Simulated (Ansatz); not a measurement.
GeAs:
Space group I4mm (No. 107); a = b = 3.655 Å, c = 5.832 Å, α = β = γ = 90.00°

```csv
atom,site,symmetry,x,y,z
Ge,2a,4mm,0.0000,0.0000,0.9945
As,2a,4mm,0.0000,0.0000,0.4195
```
(The calculation used a cell of 2 atoms; values per cell refer to that cell.)

This is the LDA-relaxed structure.

Problem. All from plane-wave PAW LDA (Ansatz code), unless another level is named. Predict the bulk modulus (Birch–Murnaghan fit).

Solution. 73.3 GPa.

Problem. Give the highest zone-centre frequency.

Solution. 227 cm^-1.

The workflow started from a Materials Project entry (that database holds measured and hypothetical structures alike); the Crystallography Open Database copy checked does not list it. Its standing as an ambient phase is unchecked. The cell was relaxed with LDA under the symmetry of its start; whether a distortion lowers the energy is not shown. As this level gives no gap, phonon frequencies hold no LO–TO term and depend on the k-mesh and smearing (Fermi–Dirac, 0.1 eV here).

Potentials: the later of the program's two PAW sets.
